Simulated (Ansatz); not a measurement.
H$_{4}$BrN:
```
CELL_PARAMETERS angstrom
      4.00135     0.00000     0.00000
      0.00000     4.00135     0.00000
      0.00000     0.00000     4.00135
ATOMIC_POSITIONS crystal
  H  0.14877 0.14877 0.85123
  H  0.14877 0.85123 0.14877
  H  0.85123 0.85123 0.85123
  H  0.85123 0.14877 0.14877
  Br 0.50000 0.50000 0.50000
  N  0.00000 0.00000 0.00000
```

Relaxed with r²SCAN+D4. Special points in fractions of this cell's reciprocal vectors: Γ (0.000, 0.000, 0.000); X (0.000, 0.500, 0.000); M (0.500, 0.500, 0.000); R (0.500, 0.500, 0.500).

Problem. List the band energies nearest the valence-band maximum at these points for r²SCAN+D4 (plane waves, PAW; program Ansatz).

Solution. In eV from the valence-band maximum; about four levels below and three above (degenerate sets whole), none deeper than 8.9 eV; points with the same levels are listed once.

| k | below | above |
|---|---|---|
| Γ | -7.80 -7.80 -7.80 -0.08 -0.08 -0.08 | 4.81 7.51 7.51 |
| X | -7.71 -7.71 -1.87 -0.20 -0.20 | 7.79 8.78 9.64 |
| M | -7.62 -1.05 -1.05 0.00 | 6.17 7.25 8.71 8.71 |
| R | -8.01 -8.01 -8.01 -1.45 -1.45 -1.45 | 8.51 8.51 8.51 |

Space group P-43m. The workflow started from a Materials Project entry (that database holds measured and hypothetical structures alike); the Crystallography Open Database files this formula in space group No. 215, but the cells were not matched. Its standing as an ambient phase is unchecked. The cell was relaxed with r²SCAN+D4 under the symmetry of its start; phonons on a q-mesh show no instability. Spin–orbit coupling is left out wherever it is not named.

Potentials: the later of the program's two PAW sets.
